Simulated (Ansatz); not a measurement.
The relaxed structure here is a generated cell of Pd: the first start was made by placing the elements on the sites of a structure type, and the end was not matched to a known phase here, so it may be hypothetical. Known forms of Pd include space group No. 225.

One starting cell of Pd (a generated trial cell of Pd in the AFLOW prototype A_hR3_166_ac (C19, as in Sm)) was relaxed twice with Ansatz (plane waves, PAW, scalar-relativistic): with r2SCAN at 500 eV and with PBE at 420 eV. The r2SCAN result:

```
CELL_PARAMETERS angstrom
      1.37563     0.79422     6.85167
     -1.37563     0.79422     6.85167
      0.00000    -1.58844     6.85167
ATOMIC_POSITIONS crystal
  Pd 0.00000 0.00000 0.00000
  Pd 0.22244 0.22244 0.22244
  Pd 0.77756 0.77756 0.77756
```

```
quantity                          r2SCAN     PBE
--------------------------------  ------  ------
space group                         R-3m    R-3m
volume (Å³/atom)                   14.97   15.37
a (Å)                              2.751   2.779
c (Å)                             20.555  20.688
gap (eV, no spin-orbit coupling)    0.00    0.00
```

Both levels end in the same structure; PBE's volume is 2.7 % larger. Neither column is exact.

No spin polarisation in the result. A magnetic state may lie lower.

The run could not lose the symmetry of its start, so the end can be a saddle point.

Ansatz is a program for electronic structure.
